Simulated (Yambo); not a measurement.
G0W0@LDA for CdClOH (space group P6_3mc, No. 186) in Yambo. Reference settings: 3×3×1 Γ-centred k mesh, bands 9 to 192 and a 7 Ry block in the screening, 192 bands in G with the Bruneval-Gonze terminator, plasmon pole fitted at 27.2 eV. The LDA gap Γ → Γ on this mesh is 2.16 eV; G0W0 gaps are taken between the same points.

The settings were changed. The gap went from 4.33 eV to 4.32 eV, and the shift of the valence edge from -1.15 eV to -0.99 eV.

Problem. Name the change that produced these shifts.
A. 57 bands in W, 57 bands in G, 4 Ry block
B. 57 bands in W, 57 bands in G, 3 Ry block
C. 57 bands in W, 57 bands in G, 2 Ry block
D. 113 bands in W, 113 bands in G, 4 Ry block

Solution. D, 113 bands in W, 113 bands in G, 4 Ry block. The others gave (gap, valence shift): 57 bands in W, 57 bands in G, 2 Ry block: 4.73, -0.96 eV; 57 bands in W, 57 bands in G, 3 Ry block: 4.69, -0.91 eV; 57 bands in W, 57 bands in G, 4 Ry block: 4.68, -0.86 eV.

Spin-orbit coupling is not included.

Geometry of the Materials Project entry, not relaxed at this level; primitive cell a = 3.7349 Å, b = 3.7349 Å, c = 10.4195 Å, α = 90.00°, β = 90.00°, γ = 120.00°.

A shift is the quasiparticle energy of the state minus its LDA energy.

The distance between layers or molecules is the database entry's, not relaxed here. Functionals without dispersion can leave it too large, which widens gaps and weakens the response across layers: the numbers belong to this cell.
